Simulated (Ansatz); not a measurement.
Data:

ZnSnN₂:
```cif
data_N6Sn3Zn3
_chemical_formula_sum 'Zn3 Sn3 N6'
_space_group_name_H-M_alt 'R-3m :H'
_space_group_IT_number 166
_space_group_name_Hall '-R 3 2"'
_cell_length_a 3.16446
_cell_length_b 3.16446
_cell_length_c 15.40631
_cell_angle_alpha 90.000
_cell_angle_beta 90.000
_cell_angle_gamma 120.000
loop_
_atom_site_label
_atom_site_type_symbol
_atom_site_symmetry_multiplicity
_atom_site_Wyckoff_symbol
_atom_site_fract_x
_atom_site_fract_y
_atom_site_fract_z
_atom_site_occupancy
Zn1 Zn 3 a 0.00000 0.00000 0.00000 1
Sn1 Sn 3 b 0.00000 0.00000 0.50000 1
N1 N 6 c 0.00000 0.00000 0.24725 1
```
(The calculation used a cell of 4 atoms; values per cell refer to that cell.)

This is the PBEsol-relaxed structure.

Question: All from PBEsol (plane waves, PAW; program Ansatz), unless another level is named. Predict the electronic dielectric constant ε∞ (DFPT).

Answer: 9.43 (xx = yy), 9.00 (zz).

Question: Next, the Born charges (a third of the trace)?

Answer: Zn +2.80, Sn +4.08, N -3.44 e.

The start of the workflow was typed in or built on a structure type; neither database checked (COD, Materials Project) lists it. Its standing as an ambient phase is unchecked. The PBEsol relaxation kept the symmetry of its start. At this level the phase is mechanically unstable. Its formation energy is positive at this level, so the cell may be metastable or incomplete. Scalar-relativistic: spin–orbit coupling is off unless named, which matters more the heavier the elements.

Potentials: the earlier of the program's two PAW sets. The files were generated under PBE; for other functionals the program regenerates the frozen cores, and for LDA and PBEsol the local potential too.
